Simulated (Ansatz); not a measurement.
Polymorphs of Al, each relaxed with DFT-r²SCAN in the program Ansatz with PAW potentials:

A: bcc (W type) (Im-3m)
a = 3.1871 Å, b = 3.1871 Å, c = 3.1871 Å, α = 90.00°, β = 90.00°, γ = 90.00°

| atom | site | symmetry | x | y | z |
|---|---|---|---|---|---|
| Al | 2a | m-3m | 0.0000 | 0.0000 | 0.0000 |

B: fcc (Cu type) (Fm-3m)
a = b = c = 3.9907 Å, α = β = γ = 90.00°

| atom | site | symmetry | x | y | z |
|---|---|---|---|---|---|
| Al | 4a | m-3m | 0.0000 | 0.0000 | 0.0000 |

Question: Put the candidates in order of energy per atom at 0 K, lowest first, for r²SCAN.

Answer: B (+0 meV/atom), A (+110 meV/atom)

Not the usual ambient phase: A. Unstable at this level: A. All cells were relaxed under the symmetry of their starts (and spin orders); stability against distortions was not tested throughout.

Energies hold the estimated change up to a 700 eV cutoff; steps of a few meV lie near the error of the meshes.

Potentials: the earlier of the program's two PAW sets.
